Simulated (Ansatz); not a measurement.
Input, command and steps of an Ansatz relaxation.

```yaml
crystal:
  lattice:
    - [2.3629871847, 0.0, 0.0]
    - [-1.1814935923, 2.0464069308, 0.0]
    - [0.0, 0.0, 3.8609442603]
  atoms:
    - { symbol: Cu, position: [0.3333333333, 0.6666666667, 0.25] }
    - { symbol: Cu, position: [0.6666666667, 0.3333333333, 0.75] }
basis:
  ecutwfc: 420
kpoints:
  mp_grid: { grid: [24, 24, 12] }
hamiltonian:
  xc: pbesol
scf:
  occupations: { method: gaussian, width: 0.1 }
output:
  forces: true
  stress: true
  eigenvalues: true
relax:
  adjacent_minimum: "off"
  f_tol: 0.008
  max_steps: 50
  cell: { stress_tol: 0.08, p_target: 50.0 }
```

```bash
ansatz run input.yaml --threads 1 --pin off --max-ram 2560MiB --backend cpu --events-out ev --progress --plain --runs-dir out
```

The calculation used DFT PBEsol, scalar-relativistic, plane waves, PAW in Ansatz.

Of 5 frames 4 are shown, positions in Å and forces in eV/Å; the SCF threshold varies from step to step. Steps run on the plane waves of an earlier cell, with a Pulay correction in the pressure. The basis is chosen afresh for the last frame, the zero of the energies, and at times for earlier ones too; energy and pressure step there, also at an unchanged geometry. The relaxation lowers the enthalpy F + PV at the target pressure, so the free energy itself can rise.

```xyz
2
Lattice="2.3630 0.0000 0.0000 -1.1815 2.0464 0.0000 0.0000 0.0000 3.8609" Properties=species:S:1:pos:R:3:forces:R:3 pbc="T T T" step=1 free_energy_over_end_meV_per_atom=16.08 pressure_GPa=52.10
Cu    0.0000    1.3643    0.9652    0.0000    0.0000    0.0000
Cu    1.1815    0.6821    2.8957    0.0000    0.0000    0.0000
2
Lattice="2.3648 0.0000 0.0000 -1.1824 2.0480 0.0000 0.0000 0.0000 3.8666" Properties=species:S:1:pos:R:3:forces:R:3 pbc="T T T" step=2 free_energy_over_end_meV_per_atom=6.98 pressure_GPa=50.90
Cu    0.0000    1.3653    0.9667    0.0000    0.0000    0.0000
Cu    1.1824    0.6827    2.9000    0.0000    0.0000    0.0000
2
Lattice="2.3659 0.0000 0.0000 -1.1829 2.0489 0.0000 0.0000 0.0000 3.8722" Properties=species:S:1:pos:R:3:forces:R:3 pbc="T T T" step=3 free_energy_over_end_meV_per_atom=0.08 pressure_GPa=49.99
Cu    0.0000    1.3659    0.9681    0.0000    0.0000    0.0000
Cu    1.1829    0.6830    2.9042    0.0000    0.0000    0.0000
2
Lattice="2.3657 0.0000 0.0000 -1.1829 2.0488 0.0000 0.0000 0.0000 3.8728" Properties=species:S:1:pos:R:3:forces:R:3 pbc="T T T" step=5 free_energy_over_end_meV_per_atom=0.00 pressure_GPa=49.98
Cu    0.0000    1.3658    0.9682    0.0000    0.0000    0.0000
Cu    1.1829    0.6829    2.9046    0.0000    0.0000    0.0000
```

Time: 35 s on 1 thread of AMD EPYC 7R13 Processor (Zen 3), with other jobs on the host, peak memory 0.51 GiB.